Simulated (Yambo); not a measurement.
Yambo run on K2LiAlF6 (space group Fm-3m, No. 225). The wavefunctions come from this Quantum ESPRESSO step (PBEsol, PseudoDojo standard norm-conserving files, scalar-relativistic):

```
&CONTROL
  calculation = 'nscf'
  pseudo_dir = './pseudo'
  outdir = './out'
/
&SYSTEM
  ibrav = 0
  nat = 10
  ntyp = 4
  ecutwfc = 84.0
  ecutrho = 336.0
  occupations = 'fixed'
  force_symmorphic = .true.
  nbnd = 194
/
&ELECTRONS
  conv_thr = 1e-08
  diago_full_acc = .true.
  diago_thr_init = 1e-08
/
ATOMIC_SPECIES
Li 6.9400 Li.upf
F 18.9984 F.upf
Al 26.9815 Al.upf
K 39.0983 K.upf
CELL_PARAMETERS angstrom
  0.000000000000   3.989335000000   3.989335000000
  3.989335000000   0.000000000000   3.989335000000
  3.989335000000   3.989335000000   0.000000000000
ATOMIC_POSITIONS crystal
Li   0.500000000000   0.500000000000   0.500000000000
F   0.768780000000   0.231220000000   0.231220000000
F   0.231220000000   0.768780000000   0.768780000000
F   0.231220000000   0.768780000000   0.231220000000
F   0.768780000000   0.231220000000   0.768780000000
F   0.231220000000   0.231220000000   0.768780000000
F   0.768780000000   0.768780000000   0.231220000000
Al   0.000000000000   0.000000000000   0.000000000000
K   0.750000000000   0.750000000000   0.750000000000
K   0.250000000000   0.250000000000   0.250000000000
K_POINTS automatic
2 2 2 0 0 0
```

Yambo input:

```
rim_cut
gw0
dyson
el_el_corr
HF_and_locXC
ppa
em1d
RandQpts= 1000000
RandGvec= 1 Ry
EXXRLvcs= 84 Ry
VXCRLvcs= 336 Ry
Chimod= "HARTREE"
% BndsRnXp
 2 | 191 |
%
NGsBlkXp= 7 Ry
% LongDrXp
 1.0 | 1.0 | 1.0 |
%
PPAPntXp= 27.2114 eV
% GbndRnge
 1 | 191 |
%
GTermKind= "BG"
DysSolver= "n"
ExtendOut
% QPkrange
 1 | 1 | 33 | 34 |
 2 | 2 | 33 | 34 |
 3 | 3 | 33 | 34 |
%
```

k points by index: 1 = Γ, 2 = L, 3 = X.

Resulting energies as the program prints them:

```
#    K-point    Band    Eo [eV]    E [eV]    E-Eo [eV]    Vxc [eV]    Vnlxc [eV]    Sc|Eo [eV]    Sc|E [eV]    dSc/dw|Eo [eV]    Re(Z)    Im(Z)
#
    1    33    0.000000    -2.676244    -2.676244    -22.80057    -30.69640    4.657957    5.219590    -5.710277    0.826548    -0.001040
    1    34    7.323814    8.851418    1.527603    -10.63245    -5.910507    -3.016066    -3.194339    -3.175471    0.895498    -0.570930E-3
    2    33    -0.185305    -2.896642    -2.711336    -22.47953    -30.40956    4.649297    5.218691    -5.714246    0.826449    -0.001064
    2    34    9.235873    11.08392    1.848049    -12.01992    -6.913287    -3.027888    -3.258586    -3.396813    0.889023    -0.401149E-3
    3    33    -0.019353    -2.689973    -2.670620    -22.74695    -30.62863    4.651074    5.211062    -5.705538    0.826667    -0.001044
    3    34    9.982031    11.89918    1.917151    -12.08305    -7.042190    -2.882088    -3.123708    -3.429367    0.888078    -0.623460E-3
```
(The two width columns are left out.) Convergence of these settings isn't established.

Geometry of the Materials Project entry, not relaxed at this level.
